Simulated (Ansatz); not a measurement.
SiO2 (space group P6_222)

```xyz
9
Lattice="5.0800 0.0000 0.0000 -2.5400 4.3994 0.0000 0.0000 0.0000 5.5589" Properties=species:S:1:pos:R:3 pbc="T T T"
Si    -1.2700     2.1997     3.7059
Si     2.5400     0.0000     0.0000
Si     1.2700     2.1997     1.8530
O      2.5400     2.5715     2.7794
O     -0.9570     3.4855     4.6324
O      1.5830     0.9140     0.9265
O      0.0000     1.8279     2.7794
O      3.4970     0.9140     4.6324
O      0.9570     3.4855     0.9265
```

Equation-of-state scan: isotropic scaling of the cell above, V₀ being its volume. The atoms relax within the cell's symmetry.

Method: PBEsol (plane waves to 420 eV, PAW, scalar-relativistic; Ansatz, a first-principles code). k mesh 8×8×6 (Γ-centred), Fermi-Dirac smearing 0.05 eV. Energies are smeared free energies. With the shape held, the modulus is that of even scaling; a crystal free to change shape is softer. SiO2 was relaxed with its symmetry unable to fall. ΔE is measured from the relaxed starting cell.

| V (Å³/atom) | ΔE (meV/atom) |
|---|---|
| 12.976 | 22.6 |
| 13.183 | 12.5 |
| 13.390 | 5.4 |
| 13.597 | 1.3 |
| 13.804 | 0.0 |
| 14.011 | 1.3 |
| 14.218 | 5.0 |
| 14.425 | 11.2 |
| 14.632 | 19.5 |

Question: What is the fitted pressure derivative B₀′?

Answer: 2.6.

Question: What bulk modulus at fixed cell shape B₀ follows from a third-order Birch-Murnaghan fit?

Answer: 135 GPa. Check by three points about V = 13.804 Å³/atom, step 0.207: d²E/dV² ≈ (1.3 − 2·0.0 + 1.3) meV / 0.207² = 0.0606 eV/Å⁶, and V·d²E/dV² × 160.2 = 134 GPa.

(Under strain, the slope of the energy per volume gives the stress and its curvature an elastic modulus.)
